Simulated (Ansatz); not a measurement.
# HfSi3 (AuCu3-type structure)

The computed numbers are results of PBE, scalar-relativistic (no spin polarisation) in the plane-wave PAW code Ansatz at 420 eV, 8×8×8 k-mesh, Gaussian smearing of 0.05 eV; PAW files: Ansatz's generated set soft_2.

```cif
data_structure
_symmetry_space_group_name_H-M 'Pm-3m'
_symmetry_Int_Tables_number 221
_cell_length_a 3.9735
_cell_length_b 3.9735
_cell_length_c 3.9735
_cell_angle_alpha 90.000
_cell_angle_beta 90.000
_cell_angle_gamma 90.000
_cell_volume 62.74
loop_
_atom_site_label
_atom_site_type_symbol
_atom_site_symmetry_multiplicity
_atom_site_Wyckoff_symbol
_atom_site_fract_x
_atom_site_fract_y
_atom_site_fract_z
_atom_site_occupancy
Hf1 Hf 1 a 0.00000 0.00000 0.00000 1
Si1 Si 3 c 0.00000 0.50000 0.50000 1
```

The cell came from substitution into a structure type; whether the compound takes it is for experiment to say.

The cell above was scaled in volume, its shape and atoms being fixed by the lattice's symmetry. Energies are counted from the cell above.

```csv
V (Å³/atom),ΔE (meV/atom),P from the stress (GPa)
14.822,18.42,7.30
15.057,9.38,5.07
15.371,2.20,2.37
15.684,0.00,0.00
15.998,2.15,-2.10
16.312,8.14,-3.99
16.782,23.56,-6.53
17.253,45.98,-8.73
```

Question: Do the energies and the pressures agree? Compare −ΔE/ΔV between neighbouring points (1 meV/Å³ = 0.1602 GPa) with the mean of their pressures.

Answer: 
```json
{"interval (Å³/atom)": "14.82 to 15.06", "−ΔE/ΔV (GPa)": "6.2", "mean P (GPa)": "6.2"}
{"interval (Å³/atom)": "15.06 to 15.37", "−ΔE/ΔV (GPa)": "3.7", "mean P (GPa)": "3.7"}
{"interval (Å³/atom)": "15.37 to 15.68", "−ΔE/ΔV (GPa)": "1.1", "mean P (GPa)": "1.2"}
{"interval (Å³/atom)": "15.68 to 16.00", "−ΔE/ΔV (GPa)": "-1.1", "mean P (GPa)": "-1.1"}
{"interval (Å³/atom)": "16.00 to 16.31", "−ΔE/ΔV (GPa)": "-3.1", "mean P (GPa)": "-3.0"}
{"interval (Å³/atom)": "16.31 to 16.78", "−ΔE/ΔV (GPa)": "-5.3", "mean P (GPa)": "-5.3"}
{"interval (Å³/atom)": "16.78 to 17.25", "−ΔE/ΔV (GPa)": "-7.6", "mean P (GPa)": "-7.6"}
```
They differ by 0.06 GPa at most.

Question: What do the two routes give for V0, B0 and B0′?

Answer: A third-order Birch–Murnaghan fit of the energies: V0 = 15.68 Å³/atom, B0 = 112 GPa, B0′ = 4.5. A polynomial of P in ln V, with B = −dP/d ln V at P = 0: V0 = 15.69 Å³/atom, B0 = 112 GPa, B0′ = 4.8.

B0·V0 = 111.9 GPa × 15.68 Å³ = 10.96 eV/atom sets the scale: near the minimum ΔE ≈ ½ B0 V0 x², with x = V/V0 − 1, and a pressure of 1.1 GPa squeezes the volume by about 1 %. At the ends of the curve: x = −5.5 % predicts 16.6 meV/atom and the run gives 18.4; x = +10.0 % predicts 54.8 meV/atom and the run gives 46.0. The lopsidedness is anharmonic: atoms resist being pushed together more than being pulled apart.

No spin–orbit coupling, a notable omission for heavy elements. A displaced or strained copy of the relaxed cell lay 1.1 meV/atom lower, so the structure isn't a true minimum at this level, unless the mesh, which matters in a metal, makes it so.
